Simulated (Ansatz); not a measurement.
The start is a relaxed WC cell shaken by Gaussian noise of σ = 0.08 Å a coordinate. The structure is fully relaxed (lattice and positions, P = 0) with PBEsol (plane waves to 420 eV, PAW, scalar-relativistic; Ansatz, an electronic-structure program). The first steps use a coarse 9×9×2 k-mesh.

Starting cell:
```
CELL_PARAMETERS angstrom
      2.95548     0.00000     0.00000
     -1.47774     2.55952     0.00000
      0.00000     0.00000    10.92349
ATOMIC_POSITIONS crystal
  W  0.33411 0.64099 0.11077
  W  0.68675 0.31981 0.61879
  W  0.64722 0.32428 0.87517
  W  0.35183 0.67045 0.38128
  C  0.93461 0.96258 0.00078
  C  0.98674 0.98414 0.49376
  C  0.35605 0.64936 0.75482
  C  0.61278 0.32866 0.25612
```

- Initial pressure = +5 GPa (positive: the cell is compressed)
- Largest initial force = about 3.3 eV/Å, on W1 (atoms numbered as listed)
- Band gap at the end = no gap (metallic)
- Optimiser moves = 10

The end point of the relaxation:

Space group P6₃/mmc (No. 194); a = b = 2.9555 Å, c = 10.9235 Å, α = β = 90.00°, γ = 120.00°

```csv
atom,site,symmetry,x,y,z
W,4f,3m.,0.6667,0.3333,0.1218
C,2a,-3m.,0.0000,0.0000,0.0000
C,2c,-6m2,0.3333,0.6667,0.2500
```

Final values are on a 18×18×5 k-mesh of the relaxed cell. No spin polarisation in the result.

The relaxed structure here is a generated cell of WC: the first start was made by placing the elements on the sites of a structure type, and the end was not matched to a known phase here, so it may be hypothetical. Known forms of WC include space group No. 187.
